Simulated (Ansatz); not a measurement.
**FePt (P4/mmm), two-dimensional strain map**

The calculation used DFT PBEsol, scalar-relativistic, plane waves, PAW in Ansatz 0.2.0. The runs took a 420 eV cutoff, a Γ-centred 18×18×14 mesh and Gaussian smearing (0.15 eV). Spin–orbit coupling is left out, which matters for the heavy elements here. Collinear spins, started from moments 3.2, 0.5 μB in atom order; the magnetic state may not be the lowest. Energies are free energies at this smearing, counted from the undisturbed cell; pressure is positive in compression.

The undisturbed cell (as given, not relaxed at this level; it stands at -4.5 GPa, and it needn't be the usual structure):

```
CELL_PARAMETERS angstrom
2.72165 0.00000 0.00000
0.00000 2.72165 0.00000
0.00000 0.00000 3.70000
ATOMIC_POSITIONS crystal
Fe 0.50000 0.50000 0.50000
Pt 0.00000 0.00000 0.00000
```

The cell is strained by p along both x and y and by q along z, fractional coordinates fixed. Points are written (p, q).

Energy above the undisturbed cell in meV/atom (a dash: not computed):

```csv
p \ q,-0.080,0.000,0.080
-0.080,600.1,268.6,?
0.000,81.1,0.0,?
0.080,160.6,266.6,–
```

Fill in the withheld energies.

(-0.080, 0.080): 184.2; (0.000, 0.080): 94.0.